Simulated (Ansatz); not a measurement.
# Sn: single point with Ansatz

System: Sn (diamond type), 2 atoms in the cell.

Ansatz input (lattice in Å, positions in fractions of it; a bare `kind: paw` takes the build's default datasets)
```yaml
crystal:
  lattice:
    - [0, 3.325, 3.325]
    - [3.325, 0, 3.325]
    - [3.325, 3.325, 0]
  atoms:
    - { symbol: Sn, position: [0, 0, 0] }
    - { symbol: Sn, position: [0.25, 0.25, 0.25] }
kpoints:
  mp_grid: { grid: [6, 6, 6] }
hamiltonian:
  xc: r2scan
  pseudopotentials: { kind: paw }
scf:
  occupations: { method: fermi_dirac, width: 0.02 }
output:
  forces: true
  stress: true
  eigenvalues: true
```

All numbers below come from r²SCAN, plane waves, PAW datasets (generated soft set 1) (Ansatz 0.2.0 development build).

Output, in brief

```json
{"Plane-wave cutoff used": "500 eV", "Pressure": "-1.38 GPa", "Smearing term TS": "0.4 meV/atom", "Valence electrons": "28", "Irreducible k-points": "16", "CPU time": "roughly 6 core-seconds on a shared host"}
```

Stress tensor in GPa, compression positive:
```
-1.38  0.00  0.00
 0.00 -1.38  0.00
 0.00  0.00 -1.38
```

The stress includes the program's correction for the finite plane-wave basis.

The k-mesh is modest, so these values aren't fully converged in k.
